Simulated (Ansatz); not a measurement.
AlAs:
```yaml
crystal:
  lattice:
    - [0.00000, 2.81442, 2.81442]
    - [2.81442, 0.00000, 2.81442]
    - [2.81442, 2.81442, 0.00000]
  atoms:
    - { symbol: Al, position: [0.00000, 0.00000, 0.00000] }
    - { symbol: As, position: [0.25000, 0.25000, 0.25000] }
```

Relaxed with LDA. Special points in fractions of this cell's reciprocal vectors: Γ (0.000, 0.000, 0.000); X (0.500, 0.000, 0.500); U (0.625, 0.250, 0.625); K (0.375, 0.375, 0.750); L (0.500, 0.500, 0.500); W (0.500, 0.250, 0.750).

List the band energies nearest the valence-band maximum at these points for LDA (plane waves, PAW; program Ansatz).

In eV from the valence-band maximum; about four levels below and three above (degenerate sets whole), none deeper than 8.9 eV; points with the same levels are listed once.

```csv
k,below,above
Γ,0.00 0.00 0.00,1.98 4.30 4.30 4.30
X,-5.49 -2.20 -2.20,1.32 2.22 10.32 10.32
U,-5.23 -3.49 -1.83,2.15 4.94 8.19
L,-5.66 -0.83 -0.83,2.08 4.67 4.67
W,-5.13 -3.25 -2.88,4.26 5.66 5.69
```

Space group F-43m (zinc blende). The cell was relaxed with LDA under the symmetry of its start. Scalar-relativistic: spin–orbit coupling is off unless named, which matters more the heavier the elements.

Potentials: the earlier of the program's two PAW sets. The files were generated under PBE; for other functionals the program regenerates the frozen cores, and for LDA and PBEsol the local potential too.
